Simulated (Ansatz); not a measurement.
## Property card for Sn

Sn (hcp (Mg type), P6_3/mmc), a = 3.289 Å, b = 3.289 Å, c = 5.601 Å, α = 90.00°, β = 90.00°, γ = 120.00°.

Space group P6_3/mmc (No. 194), hcp (Mg type); conventional cell a = b = 3.289 Å, c = 5.601 Å, α = β = 90.00°, γ = 120.00°.

Method: PBEsol in the plane-wave PAW code Ansatz. The cell and atoms are relaxed at this level. Other levels are named where they apply.

**Cell and energy**

| Property | Result |
|---|---|
| Volume per atom | 26.24 Å³ |
| Density | 7.51 g/cm³ |

**Electronic structure**

| Property | Value |
|---|---|
| Electronic character | metallic (no gap) |
| Density of states at the Fermi level | 0.50 states/eV per atom (mean over ±0.08 eV) |
| Gap with spin–orbit coupling | none (metallic) |

**Mechanics**

| Quantity | Value |
|---|---|
| Bulk modulus (Birch–Murnaghan fit) | 55.9 GPa |
| Pressure derivative B′ | 4.9 |

**Phonons**

| Quantity | Value |
|---|---|
| Highest zone-centre frequency | 92 cm⁻¹ |
| Zone-centre stability | no imaginary mode at Γ |

The start of the workflow was typed in or built on a structure type; neither database checked (COD, Materials Project) lists it. It is not the phase usual at ambient conditions (space group No. 141). The PBEsol relaxation kept the symmetry of its start. As this level gives no gap, phonon frequencies hold no LO–TO term and depend on the k-mesh and smearing (Fermi–Dirac, 0.1 eV here). Axis ratios of metals converge slowly with the k-mesh, so a and c are less sure than the volume. On the denser mesh and wider smearing of the elastic run this cell carries a stress of 0.8 GPa. Spin–orbit coupling is left out wherever it is not named.

Potentials: the earlier of the program's two PAW sets. The files were generated under PBE; for other functionals the program regenerates the frozen cores, and for LDA and PBEsol the local potential too.
